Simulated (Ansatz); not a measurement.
MgSnSe₂:
```
CELL_PARAMETERS angstrom
      3.99978     0.00000     0.00000
     -1.99989     3.46391     0.00000
      0.00000     0.00000     6.88014
ATOMIC_POSITIONS crystal
  Se 0.66667 0.33333 0.71852
  Sn 0.00000 0.00000 0.00000
  Se 0.33333 0.66667 0.28148
  Mg 0.00000 0.00000 0.50000
```

Relaxed with PBE+D3(BJ). Special points in fractions of this cell's reciprocal vectors: Γ (0.000, 0.000, 0.000); M (0.500, 0.000, 0.000); K (0.333, 0.333, 0.000); A (0.000, 0.000, 0.500); L (0.500, 0.000, 0.500); H (0.333, 0.333, 0.500).

Q: List the band energies nearest the valence-band maximum at these points for plane-wave PAW PBE+D3(BJ) (Ansatz code).

A: In eV from the valence-band maximum; about four levels below and three above (degenerate sets whole), none deeper than 8.9 eV; points with the same levels are listed once.

| k | below | above |
|---|---|---|
| Γ | -1.97 -1.97 -1.84 -1.84 | 1.14 2.92 2.92 |
| M | -4.33 -3.37 -2.01 -1.14 | 0.77 1.92 2.04 |
| K | -4.23 -4.23 -3.86 -3.86 -3.06 | 2.51 2.51 3.69 |
| A | -2.10 -2.10 -1.65 -1.65 0.00 | 0.39 2.57 2.57 |
| L | -3.11 -2.84 -2.80 -2.37 | 0.20 2.07 2.93 |
| H | -5.05 -5.05 -2.32 -2.32 -1.35 | 0.79 0.79 1.67 |

Space group P-3m1. The cell is a constructed one: a structure type filled with these elements; neither database checked (COD, Materials Project) lists it. Its standing as an ambient phase is unchecked. The PBE+D3(BJ) relaxation kept the symmetry of its start; of distortions, only those at the zone centre were tested. Spin–orbit coupling is left out wherever it is not named.

Potentials: the later of the program's two PAW sets.
